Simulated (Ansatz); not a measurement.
Problem. Name crystals whose computed values (the program Ansatz at the LDA level (PAW)) fall in these windows: gap (eV) 3.4 to 4.4; B₀ by P(V) fit (GPa) 24 to 29; highest Γ mode, no LO–TO term (cm⁻¹) 1200 to 1600.

Solution. 

| crystal | gap (eV) | B₀ by P(V) fit (GPa) | highest Γ mode, no LO–TO term (cm⁻¹) |
|---|---|---|---|
| BN, P6_3/mmc (B on 2c, N on 2d) | 4.03 | 27.3 | 1385 |
| BN, R3m (B on 3a, N on 3a) | 3.96 | 28.1 | 1387 |
Others may fit too.

Not the usual ambient phase: BN, R3m (B on 3a, N on 3a). Weakly bound layers, chains or molecules computed without a dispersion correction, so cells and soft constants are ill determined: BN, P6_3/mmc (B on 2c, N on 2d); BN, R3m (B on 3a, N on 3a). All cells were relaxed under the symmetry of their starts (and spin orders); stability against distortions was not tested throughout.

Potentials: the later of the program's two PAW sets.
